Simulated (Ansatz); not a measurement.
**Al₂O₃: two-dimensional strain map**

Level of theory: DFT LDA, scalar-relativistic, plane waves, PAW in Ansatz 0.2.0. The runs took a 420 eV cutoff, a Γ-centred 12×12×4 mesh and Gaussian smearing (0.05 eV). No spin polarisation. Energies are free energies at this smearing, counted from the undisturbed cell; pressure is positive in compression.

The undisturbed cell (as given, not relaxed at this level; it stands at -8.3 GPa; this form isn't the usual structure):

```
CELL_PARAMETERS angstrom
3.01748 0.00000 0.00000
-1.50874 2.61322 0.00000
0.00000 0.00000 7.57464
ATOMIC_POSITIONS crystal
Al 0.00000 0.00000 0.27795
Al 0.00000 0.00000 0.72205
O 0.33333 0.66667 0.19945
O 0.66667 0.33333 0.80055
O 0.00000 0.00000 0.50000
```

The cell holds layers and no dispersion correction was added, so their binding is poorly described.

The cell is strained by p along both x and y and by q along z, fractional coordinates fixed. Points are written (p, q). At -8 GPa the given cell is far from its own equilibrium, so these figures belong to a strongly strained crystal.

Energy above the undisturbed cell in meV/atom (a dash: not computed):

```
 p \ q  -0.080  -0.040  0.000  0.040  0.080
-0.080   268.4   161.4  139.4      ?  261.1
-0.040   115.0    17.2    3.4   50.1  139.6
 0.000    99.3       ?    0.0      ?  145.1
 0.040       ?    95.8   91.6  146.0  241.7
 0.080   333.1   251.2  249.8  305.9  402.6
```

Task: Fill in the withheld energies.

Result: (-0.080, 0.040): 178.7; (0.000, -0.040): 8.1; (0.000, 0.040): 51.5; (0.040, -0.080): 181.8.